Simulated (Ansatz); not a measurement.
Crystals of one structure type (rock salt), relaxed and computed with plane-wave PAW LDA (Ansatz code).

```tsv
crystal	a (Å)	gap (eV)	Θ_D (K)	highest Γ mode, no LO–TO term (cm⁻¹)	ε0	B₀ by P(V) fit (GPa)
NaH	4.690	3.55	538	561	8.95	27.4
LiF	3.909	9.70	782	339	8.22	86.8
NaF	4.503	6.46	514	275	4.65	61.2
NaCl	5.464	5.07	332	188	5.47	32.0
KF	5.162	6.37	353	211	5.43	43.7
NaI	6.260	3.62	173	131	6.89	20.8
```

All cells were relaxed under the symmetry of their starts (and spin orders); stability against distortions was not tested throughout. Scalar-relativistic: spin–orbit coupling is off unless named, which matters more the heavier the elements.

Potentials: the later of the program's two PAW sets.
